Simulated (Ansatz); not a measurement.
## MgS: how the free axis answers a strain

MgS, Fm-3m, a = 5.182 Å. Ansatz: PBEsol, PAW, 420 eV, Γ-centred 6×6×6 mesh on 4 atoms, Gaussian smearing 0.02 eV; no spin polarisation. Series: uniaxial strain along c, with a, b and atoms relaxed; x is the strain in per cent. The axes a, b, c are those of the computed cell (3.664, 3.664, 5.182 Å), along [1 1 0], [-1 1 0], [0 0 1] of the cell named above. y is the change of a in per cent of 3.664 Å.

```tsv
x (%)	y (%)
-6.0	1.49
-4.0	0.95
-2.0	0.46
0.0	0.00
2.0	-0.39
4.0	-0.76
6.0	?
```

Question: Fit y = c1 x + c2 x² to the other rows, say what c1 measures, and predict the missing y.

Answer: Least squares on the rows shown. y = −0.2131 x + 0.005937 x². So −c1 = 0.213 is Poisson's ratio for this pair of axes. At x = 6.0 the fit asked for gives -1.06 %. The run gave -1.09 %, so the fit is 0.03 % too high, a small miss on the scale of the series.